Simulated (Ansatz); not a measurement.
AlN in space group Pm-3n (No. 223; Al on 6c, N on 6d), the program Ansatz at the PBE level (PAW). The conduction-band minimum lies at Γ, with 1 equivalent valley. Second derivatives d²E/dk² of the lowest band at one valley (eV·Å²), along Cartesian directions:

```json
[
 {"direction": "[100]", "d²E/dk²": "23.07"},
 {"direction": "[010]", "d²E/dk²": "23.07"},
 {"direction": "[001]", "d²E/dk²": "23.07"},
 {"direction": "[110]", "d²E/dk²": "23.07"},
 {"direction": "[101]", "d²E/dk²": "23.07"},
 {"direction": "[011]", "d²E/dk²": "23.07"}
]
```

Question: Find the principal effective masses, the density-of-states mass and the conductivity mass.

Answer: Off-diagonal terms follow from H_xy = H[110] − (H_xx + H_yy)/2, and m*/mₑ = 7.620 eV·Å² over each eigenvalue: 0.33, 0.33, 0.33. One valley's DOS mass (m₁m₂m₃)^(1/3) = 0.33, conductivity mass 3/(Σ 1/mᵢ) = 0.33 mₑ.

Question: What effective density of states Nc follows at 300 K for parabolic valleys?

Answer: Nc = 2.509e19 × 1 × (0.33)^(3/2) ≈ 4.8e18 cm⁻³.

The start of the workflow was typed in or built on a structure type; neither database checked (COD, Materials Project) lists it. It is not the phase usual at ambient conditions (space group No. 186, 216). The cell was relaxed with PBE under the symmetry of its start; whether a distortion lowers the energy is not shown.

Potentials: the later of the program's two PAW sets.

Edges and masses are those of Kohn–Sham bands, whose gap is no quasiparticle gap.
